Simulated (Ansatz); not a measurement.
HfIN:
Space group R-3m, hexagonal axes (No. 166); a = b = 3.692 Å, c = 31.814 Å, α = β = 90.00°, γ = 120.00°

| atom | site | symmetry | x | y | z |
|---|---|---|---|---|---|
| Hf | 6c | 3m | 0.0000 | 0.0000 | 0.2064 |
| I | 6c | 3m | 0.0000 | 0.0000 | 0.3913 |
| N | 6c | 3m | 0.0000 | 0.0000 | 0.1395 |
(The calculation used a cell of 6 atoms; values per cell refer to that cell.)

Relaxed with r²SCAN+D4.

Task: Which orbitals make up the states near the band edges in the program Ansatz at the r²SCAN+D4 level (PAW)?

Result: Top 1 eV of the valence band: I 5p 77 %, N 2p 15 %, Hf 5d 7 %. Bottom 1 eV of the conduction band: Hf 5d 80 %, N 2p 11 %. Projections are on Löwdin-orthogonalised atomic valence shells; empty p or d shells of many metals are not among them.

Task: Tabulate the density of states.

Result: States/eV per cell of 6 atoms, in 0.25 eV bins, energy from the valence-band maximum.

```
E (eV)  total  Hf 5d  I 5p  N 2p
------  -----  -----  ----  ----
-7.85    0.00   0.00  0.00  0.00
-7.60    0.00   0.00  0.00  0.00
-7.35    0.00   0.00  0.00  0.00
-7.10    0.00   0.00  0.00  0.00
-6.85    0.00   0.00  0.00  0.00
-6.60    0.00   0.00  0.00  0.00
-6.35    0.00   0.00  0.00  0.00
-6.10    1.03   0.28  0.17  0.44
-5.85    1.64   0.43  0.24  0.74
-5.60    3.11   0.76  0.52  1.41
-5.35    1.83   0.44  0.36  0.80
-5.10    2.16   0.60  0.29  1.06
-4.85    6.08   1.46  1.82  2.38
-4.60    6.29   1.37  2.07  2.56
-4.35    9.35   1.97  2.82  3.91
-4.10    5.07   1.27  1.19  2.39
-3.85    4.42   0.96  1.69  1.54
-3.60    5.30   1.28  1.95  1.81
-3.35    2.30   0.44  0.94  0.81
-3.10    2.81   0.40  1.64  0.64
-2.85    5.58   0.82  2.95  1.57
-2.60    5.23   0.76  2.66  1.59
-2.35    3.66   0.46  1.84  1.22
-2.10    6.15   0.70  3.28  1.99
-1.85    4.68   0.51  2.64  1.41
-1.60    4.66   0.46  2.82  1.26
-1.35    6.07   0.56  3.18  2.16
-1.10    2.91   0.24  1.99  0.61
-0.85    2.19   0.16  1.57  0.42
-0.60    1.77   0.13  1.34  0.27
-0.35    1.29   0.08  1.07  0.13
-0.10    0.41   0.01  0.36  0.02
0.15     0.00   0.00  0.00  0.00
0.40     0.00   0.00  0.00  0.00
0.65     0.00   0.00  0.00  0.00
0.90     0.00   0.00  0.00  0.00
1.15     0.00   0.00  0.00  0.00
1.40     0.62   0.50  0.04  0.06
1.65     0.63   0.51  0.02  0.07
1.90     0.67   0.53  0.02  0.08
2.15     0.82   0.63  0.01  0.11
2.40     0.99   0.73  0.01  0.13
2.65     3.52   2.90  0.13  0.22
2.90     3.71   2.92  0.24  0.22
3.15     5.12   3.67  0.42  0.40
3.40     3.04   2.07  0.23  0.24
3.65     4.07   2.65  0.32  0.41
3.90     5.37   3.68  0.46  0.32
4.15     4.60   3.34  0.35  0.21
4.40     6.26   4.15  0.63  0.34
4.65     4.23   2.43  0.38  0.33
4.90     5.44   3.15  0.56  0.39
5.15     2.39   1.41  0.18  0.21
5.40     3.50   2.04  0.12  0.35
5.65     6.71   3.85  0.22  0.78
5.90     5.82   3.14  0.22  0.81
```

The workflow started from a Materials Project entry (that database holds measured and hypothetical structures alike); the Crystallography Open Database copy checked does not list it. Its standing as an ambient phase is unchecked. Symmetry was held in the r²SCAN+D4 relaxation; whether a distortion lowers the energy is not shown. The run is not spin-polarised. Spin–orbit coupling is left out wherever it is not named.

Potentials: the later of the program's two PAW sets.
